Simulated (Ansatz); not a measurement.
# Sn3Bi (Pm-3m): electronic heat capacity and spin susceptibility from the density of states

Level of theory: DFT r2SCAN, scalar-relativistic, plane waves, PAW (Ansatz 0.2.0).

Cutoff 500 eV; k points 10×10×10 on the computed 4-atom cell (Γ-centred); Gaussian smearing, width 0.10 eV; no spin polarisation.

Relaxed cell: Pm-3m, a = 4.849 Å, b = 4.849 Å, c = 4.849 Å, α = 90.00°, β = 90.00°, γ = 90.00°, 4 atoms in the primitive cell. Whether it is the stable form of this composition wasn't checked.

The density of states at the Fermi level is 2.202 states/eV in the cell of 4 atoms (1 formula unit; both spins, tetrahedra on a 15×15×15 mesh).

**Question.** What Sommerfeld coefficient and Pauli susceptibility does this give?

**Answer.** Per formula unit N(E_F) = 2.202 states/eV. γ = (π²/3) k_B² N(E_F) N_A = 2.357 mJ/(mol K²) per state/eV, so γ = 5.2 mJ/(mol K²), a mole of formula units. χ_P = μ_B² N(E_F) N_A = 3.23×10⁻⁵ emu/mol per state/eV gives 7.1×10⁻⁵ emu/mol. This is the bare band result: a measured γ of the same phase is as a rule larger by a factor 1 + λ from phonons and spin fluctuations, the spin part of χ is larger by the Stoner factor, and a measured χ also holds orbital and core terms. N(E_F) at one energy is sensitive to the mesh where the density of states has sharp peaks.

Spin-orbit coupling is left out, which matters for the bands of heavy elements.